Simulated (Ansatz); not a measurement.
Ansatz (a quantum-chemistry and plane-wave program) input:

Ansatz 0.2 input:
```yaml
crystal:
  lattice:
    - [1.9500327374, -6.0268375431, 0.0]
    - [1.9500327374, 6.0268375431, 0.0]
    - [0.0, 0.0, 3.9723633394]
  atoms:
    - { symbol: Ti, position: [0.8437405043, 0.1562594957, 0.0] }
    - { symbol: Ti, position: [0.1562594957, 0.8437405043, 0.0] }
    - { symbol: Al, position: [0.5, 0.5, 0.0] }
    - { symbol: Al, position: [0.0, 0.0, 0.5] }
    - { symbol: Al, position: [0.672856655, 0.327143345, 0.5] }
    - { symbol: Al, position: [0.327143345, 0.672856655, 0.5] }
kpoints:
  mp_grid: { grid: [11, 11, 10] }
hamiltonian:
  xc: pbesol
  pseudopotentials: { kind: paw }
scf:
  occupations: { method: fermi_dirac, width: 0.1 }
phonons:
  method: dfpt
  response_accuracy: low
  eigenvectors: true
  rigid_motions: translations
```

Output (shortened):

```
Pseudopotential: Ti, paw, valence charge 12
Pseudopotential: Al, paw, valence charge 3
Functional definition: PBEsol
Crystal: 6 atoms, lattice volume = 93.371 Å³
Basis set: ecut = 420 eV, 1843 PW (Γ), exchange–correlation on 90×90×54 points (8 copies of the dense FFT grid, shifted against one another)
Bands: 24, of which v1, the nominal top of the filled ones, is band 18 counted from 1 (17 counted from 0)
Symmetry: 8 space group operations
k-points: 216 of 1210 (irreducible under 4 space group operations, time reversal used)
SCF iter   1: F=—  HF=-7048.641713 eV  |F-HF|=—  |Δ(HF+E_count)|=         —  Δρ=3.72e-3  dr2=1.12e-2  ethr=1.77e-3  ⟨swp⟩=6.1  Hψ=26178  notcnv=0
preconditioner: auto → Kerker (q_TF=auto, 2.328 Å⁻¹)
SCF iter   2: F=—  HF=-7048.639077 eV  |F-HF|=—  |Δ(HF+E_count)|=   2.64e-3  Δρ=1.86e-3  dr2=3.92e-3  ethr=3.12e-5  ⟨swp⟩=1.6  Hψ=8648  notcnv=0
SCF iter   3: F=—  HF=-7048.638169 eV  |F-HF|=—  |Δ(HF+E_count)|=   9.08e-4  Δρ=3.44e-4  dr2=1.95e-4  ethr=1.09e-5  ⟨swp⟩=2.6  Hψ=7762  notcnv=0
SCF iter   4: F=—  HF=-7048.638123 eV  |F-HF|=—  |Δ(HF+E_count)|=   4.54e-5  Δρ=5.38e-5  dr2=3.09e-6  ethr=5.41e-7  ⟨swp⟩=2.0  Hψ=7154  notcnv=0
SCF iter   5: F=—  HF=-7048.638119 eV  |F-HF|=—  |Δ(HF+E_count)|=   4.01e-6  Δρ=1.55e-5  dr2=2.31e-7  ethr=8.58e-9  ⟨swp⟩=2.1  Hψ=7285  notcnv=0
SCF iter   6: F=—  HF=-7048.638119 eV  |F-HF|=—  |Δ(HF+E_count)|=   4.07e-8  Δρ=2.94e-6  dr2=1.14e-8  ethr=6.41e-10  ⟨swp⟩=2.3  Hψ=7401  notcnv=0
SCF iter   7: F=—  HF=-7048.638119 eV  |F-HF|=—  |Δ(HF+E_count)|=   1.98e-9  Δρ=6.33e-7  dr2=2.36e-10  ethr=3.18e-11  ⟨swp⟩=2.2  Hψ=7551  notcnv=0
SCF iter   8: F=—  HF=-7048.638119 eV  |F-HF|=—  |Δ(HF+E_count)|=  3.82e-11  Δρ=1.61e-7  dr2=1.83e-11  ethr=1.00e-12  ⟨swp⟩=2.6  Hψ=9122  notcnv=0
SCF iter   9: F=-7048.638119 eV  HF=-7048.638119 eV  |F-HF|=1.82e-12  |Δ(HF+E_count)|=  7.28e-12  Δρ=3.11e-8  dr2=9.36e-13  ethr=1.00e-12  ⟨swp⟩=4.2  Hψ=17952  notcnv=0
SCF 1 converged in 9 iterations: F = -7048.638119 eV  dr2 = 9.36e-13
DFPT response loops at Γ: preconditioner auto → Kerker (q_TF=auto, 2.328 Å⁻¹) (partly filled bands, converged f_vac=0.000) …
SCF converged after 9 iterations
Free energy (F): -7048.638119 eV
Harris-Foulkes:  -7048.638119 eV  (|F-HF|=1.82e-12)
Internal energy: -7048.547643 eV  (E = F + TS)
E sigma→0 (E₀):  -7048.592881 eV
Entropy (-TS):   -0.090476 eV (-15.079 meV/atom)
Fermi energy:    10.488595 eV
--- Per-component energies (eV) ---
  E_band       = -310.941709
  E_kinetic    = 642.664993
  E_local      = -2323.486908  (includes V_loc(G=0)·N_el)
  E_nonlocal   = 62.640932
  E_hartree    = 1014.268659
  E_xc         = -353.917978
  E_vxc        = -363.403346  (∫ρ·V_xc dr)
  E_paw        = -3865.934612  (= ΣΔE_a)
  E_vpaw       = -357.894927  (= ΣTr[D̂ρ^β])
  E_aug_tail   = 0.000224  (compensation charges beyond the density's cutoff)
  E_ewald      = -2225.138278
  E_core_change = 0.355325  (= ΣΔE_core)
  E_smearing   = -0.090476  (= −TS)
  E_closure    = 0.000000  (closes the sum)
  Σ components = -7048.638119   (vs F -7048.638119, Δ=0.00e0)
  [band-id]    e_kinetic+e_local+e_nonlocal+2·e_hartree+e_vxc+e_vpaw+e_augmentation_tail = -310.941714   (vs E_band -310.941709, Δ=-5.64e-6)
--- Band table (eV; the first three rows and the last of 216) ---
  k-point 0: bands = ["-45.9297", "-45.8984", "-22.3964", "-22.3642", "-22.3617", "-22.3415", "-22.2400", "-22.1964", "0.3553", "4.3946", "4.4799", "8.2327", "8.6107", "8.7296", "8.8566", "9.7567", "9.9355", "9.9717", "10.8486", "11.0415", "11.3370", …
  k-point 1: bands = ["-45.9296", "-45.8983", "-22.3984", "-22.3640", "-22.3634", "-22.3414", "-22.2399", "-22.1962", "0.4522", "4.4410", "4.5700", "7.3745", "8.7153", "8.9032", "8.9041", "9.7483", "9.8241", "10.2857", "10.5844", "10.9257", "11.3686", …
  k-point 2: bands = ["-45.9294", "-45.8981", "-22.4037", "-22.3676", "-22.3633", "-22.3410", "-22.2396", "-22.1960", "0.7394", "4.5602", "4.8349", "6.2077", "8.5736", "8.7453", "9.0415", "9.5143", "9.9032", "10.4682", "10.7654", "10.7965", "11.0919", …
  k-point 215: bands = ["-45.9281", "-45.8985", "-22.4155", "-22.3810", "-22.3450", "-22.3413", "-22.2375", "-22.2122", "2.7888", "3.4970", "3.7071", "5.6092", "8.2486", "8.3604", "8.4934", "9.6337", "10.5270", "11.3253", "11.4188", "11.8233", "11.9670", …
--- Phonons (Γ-DFPT): 12 representative perturbations + reference, on 216 of 1210 k-points (Σ response iterations 36) ---
  ASR residual: 2.490e-3 → 0.000e0 eV/Å²; symmetrization residual: 1.454e-4 eV/Å²
  ASR residual per site (eV/Å²): 2.49e-3 2.49e-3 2.94e-4 3.04e-4 2.78e-4 2.78e-4
  Γ frequencies (cm⁻¹): 0.00 0.00 0.00 221.61 233.25 237.06 244.79 246.40 257.90 283.10 292.45 308.13 310.14 316.50 331.55 340.42 356.87 357.03
  non-analytic LO–TO correction: not included (Born effective charges unavailable; polar crystals: no LO–TO splitting at Γ)
```

Cost: around 13 core-minutes (rough) on shared cores.

Space group Cmmm. The first step of the workflow began from a Materials Project structure, measured or hypothetical; the Crystallography Open Database files this formula in space group No. 65, but the cells were not matched. Its standing as an ambient phase is unchecked. The PBEsol relaxation kept the symmetry of its start; whether a distortion lowers the energy is not shown. The run is not spin-polarised. As this level gives no gap, phonon frequencies hold no LO–TO term and depend on the k-mesh and smearing (Fermi–Dirac, 0.1 eV here).

Potentials: the later of the program's two PAW sets.

Ansatz is a plane-wave DFT program.
